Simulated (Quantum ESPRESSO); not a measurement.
CrHgO$_{4}$ is modelled in the orthorhombic space group Cmcm (No. 63), Pearson symbol oS24. Cell: a = 5.7565 Å, b = 8.7708 Å, c = 7.1527 Å, α = β = γ = 90.00°. O1 on 8g is surrounded by 1 Cr at 1.684 Å and 2 Hg at 2.344 Å. O2 on 8f sees 1 Cr at 1.625 Å and 1 Hg at 2.316 Å (bent). Cr on 4c is surrounded by 4 O at 1.625–1.684 Å (tetrahedral). Hg on 4a is surrounded by 6 O at 2.316–2.344 Å (octahedral). (Neighbours: up to the widest gap in distance over summed covalent radii, below 1.35, at either atom; cation-cation contacts left out.)
(The calculation used a cell of 12 atoms; values per cell refer to that cell.)

The geometry is that of Materials Project entry mp-19380, symmetrised and not relaxed again.

Task: What does LDA (pw.x of Quantum ESPRESSO, ONCV potentials, scalar-relativistic) give for the electronic structure near the Fermi level?

Result: The LDA gap is direct, 1.36 eV at Y. Without spin-orbit coupling, band edges of such heavy elements can be off by tenths of an eV. The 3d shell has no Hubbard U; the runs are without spin polarisation, and magnetic order was not tried.

The structure is a Materials Project entry; no match was found in the copy of COD used, and its stability was not checked.

Letters of k points follow the standard setting of the lattice, whose axes may be ordered differently from the printed cell.
